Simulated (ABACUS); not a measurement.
A self-consistent single point of TiAl₃ (I4/mmm, 8 atoms in the cell; from Materials Project mp-542915, changed as shown).

```yaml
crystal:
  lattice:
    - [3.74577, 0.00000, 0.00000]
    - [0.00000, 3.74577, 0.00000]
    - [0.00000, 0.00000, 8.39011]
  atoms:
    - { symbol: Ti, position: [0.00000, 0.00000, 0.00000] }
    - { symbol: Ti, position: [0.50000, 0.50000, 0.50000] }
    - { symbol: Al, position: [0.50000, 0.50000, 0.00000] }
    - { symbol: Al, position: [0.00000, 0.50000, 0.25000] }
    - { symbol: Al, position: [0.50000, 0.00000, 0.25000] }
    - { symbol: Al, position: [0.00000, 0.00000, 0.50000] }
    - { symbol: Al, position: [0.50000, 0.00000, 0.75000] }
    - { symbol: Al, position: [0.00000, 0.50000, 0.75000] }
```

Method: PBE, PseudoDojo 0.5 standard norm-conserving PBE (tails mended) pseudopotentials (plane waves; ABACUS).

ABACUS settings:

- KPT = Gamma 6 6 4 0 0 0
- basis_type = pw
- dft_functional = PBE
- ecutwfc = 84 Ry
- smearing_method = fd
- smearing_sigma = 0.00734986 Ry
- potentials = PseudoDojo 0.5 standard norm-conserving PBE (tails mended)
- symmetry = 1
- symmetry_prec = 1e-05
- ks_solver = dav_subspace
- scf_nmax = 100
- scf_thr = 1.0e-09 Ry
- mixing_type = pulay
- mixing_beta = 0.4

Results:

* **Number of valence electrons**: 42
* **Number of bands**: 31
* **Number of k-points after the program's reduction**: 30
* **Number of plane waves (most at a k-point)**: 10371
* **Number of SCF iterations**: 12
* **FFT grid**: 45 × 45 × 96
* **Free energy E − TS**: -3611.6660 eV
* **Fermi level (on the code's own zero)**: 10.43 eV
* **Pressure**: 9.70 GPa

Stress (GPa, positive for compression):
```
9.82  0.00  0.00
0.00  9.82  0.00
0.00  0.00  9.45
```

For comparison: a first run was changed to give this one (lattice scaled by 0.98), and from it to this one the free energy rises by 32.3 meV/atom and the pressure goes from 1.92 to 9.70 GPa.

The structure comes from a collection of computed structures, made at another level of theory; the collection holds predicted forms beside known ones. No clean gap shows at this smearing width and mesh (spacing up to 0.28 Å⁻¹); the mesh is coarse for partly filled bands, so the values carry mesh errors.

Cost on one core: roughly 3 core-minutes.

“Tails mended”: in these copies of the files the far tail of each local potential was reset to the Coulomb form.
